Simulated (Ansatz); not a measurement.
MgV2O6:
```
CELL_PARAMETERS angstrom
      4.66444     1.71899     0.00000
     -4.66444     1.71899     0.00000
     -2.49794     0.00000     6.30849
ATOMIC_POSITIONS crystal
  Mg 0.00000 0.00000 0.50000
  V  0.19511 0.80489 0.15960
  V  0.80489 0.19511 0.84040
  O  0.69139 0.30861 0.06351
  O  0.30861 0.69139 0.93649
  O  0.95834 0.04166 0.77329
  O  0.04166 0.95834 0.22671
  O  0.34884 0.65116 0.38533
  O  0.65116 0.34884 0.61467
```

Relaxed with r²SCAN.

### Question
Map the electron localisation function on the plane through (0.000, 0.000, 0.500) spanned by u = [1, -1, 1] and v = [-1, 1, 1] in lattice vectors, from r²SCAN (plane waves, PAW; program Ansatz).

### Answer
x is the fraction of u, y of v (the angle between them is 109°; rows are the nearest grid lines); atoms in the plane: Mg at (0.00, 0.00), Mg at (0.50, 0.50), V at (0.43, 0.23), V at (0.93, 0.73), V at (0.07, 0.27), V at (0.57, 0.77), O at (0.13, 0.44), O at (0.63, 0.94), O at (0.37, 0.06), O at (0.87, 0.56).
```
|.-+:     .=*%%%%#=.  .=#%%%%*=.     :+-.|
|:.                  #@@%=+%@%+.      .::|
|                    %@@*-*@@#-   :==-.  |
|*:    ...           *%@@@#+:  .*@@@@@@@*|
|..-#@@@@%*:    :-=-. :++=:   :#@@#+#@%+.|
|--%%=-#@@*. -%@@@@%=%%#%@#.  .=*#+--*##-|
|+=%%+*@@%: :%@@*+%%=%%%%*:..   ..:*%%%%+|
|.-#%%#*:  :#@@@%@@#:.:=%@@@@#:  :#%%@@+.|
|           -+##*=. .%@#==%@@*.    ..... |
|+.                 :%@@@@%+.  -#@@@@@@%+|
|=                    .-==:   -#@@*-*@@%=|
|    .:-==-.       -+=+-     .+%@@@@@@#- |
| -#@@@@@@%+.     -+=+-       .-==-:.    |
|=%@@*-*@@#-   :==-.                    =|
|+%@@@@@@#-  .+%@@@@%:                 .+|
| .....    .*@@%==#@%. .=*##+-           |
|.+@@%%#:  :#@@@@%=:.:#@@%@@@#:  :*#%%#-.|
|+%%%%*:..   ..:*%%%%=%%+*@@%: :%@@*+%%=+|
|-##*--+#*=.  .#@%#%%=%@@@@%- .*@@#-=%%--|
|.+%@#+#@@#:   :=++: .-=-:    :*%@@@@#-..|
|*@@@@@@@*.  :+#@@@%*           ...    :*|
|  .-==:   -#@@*-*@@%                    |
|::.      .+%@%+=%@@#                  .:|
|.-+:     .=*%%%%#=.  .=#%%%%*=.     :+-.|
```
Scale: ten equal steps from 0.006 (start of ' ') to 0.856 (end of '@'), in the order ' .:-=+*#%@'; x runs from 0.000 to 1.00, y from 0.000 (bottom) to 1.00 (top).

The density is the valence pseudo-density with augmentation charge, so density and ELF within about 1 Å of a nucleus are not all-electron values.

Space group C2/m. The workflow started from a Materials Project entry (that database holds measured and hypothetical structures alike); the Crystallography Open Database files this formula in space group No. 12, but the cells were not matched. Its standing as an ambient phase is unchecked. The r²SCAN relaxation kept the symmetry of its start; its stability against distortions is not shown here. No spin polarisation was allowed. No Hubbard U is applied.

Potentials: the later of the program's two PAW sets.
